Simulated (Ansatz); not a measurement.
A geometry of Pt away from equilibrium: step 2 of the relaxation of a relaxed Pt cell displaced along its unstable phonon at q = (½, ½, 0) of its primitive reciprocal cell (47i cm⁻¹), largest move 0.15 Å. Level of theory: r2SCAN (plane waves to 500 eV, PAW, scalar-relativistic; Ansatz, a quantum-chemistry and plane-wave program). Γ-centred k-mesh 12×12×12 on the run's cell (coarser than for final values), Fermi–Dirac smearing 0.05 eV. The plane waves were selected for a different cell earlier on the path.

```yaml
crystal:
  lattice:
    - [5.06542, 0.00000, 0.00000]
    - [2.53271, 2.53271, 0.00000]
    - [0.00000, 0.00000, 2.64207]
  atoms:
    - { symbol: Pt, position: [0.00000, 0.00000, 0.11494] }
    - { symbol: Pt, position: [0.50000, 0.00000, 0.88506] }
```

Give the Cartesian forces on all atoms (eV/Å).


```json
[
 {"atom": "Pt1", "Fx": "0.00", "Fy": "0.00", "Fz": "0.74"},
 {"atom": "Pt2", "Fx": "0.00", "Fy": "0.00", "Fz": "-0.74"}
]
```

The path ends in I4/mmm (No. 139) (AFLOW prototype A_tI2_139_a (A_a)). No spin polarisation in the result.

The run could not lose the symmetry of its start: the end is stationary, and may be a saddle point rather than a minimum.

The end of the path is a generated cell of Pt: the first start was made by placing the elements on the sites of a structure type, and the end was not matched to a known phase here, so it may be hypothetical. Known forms of Pt include space group No. 225.
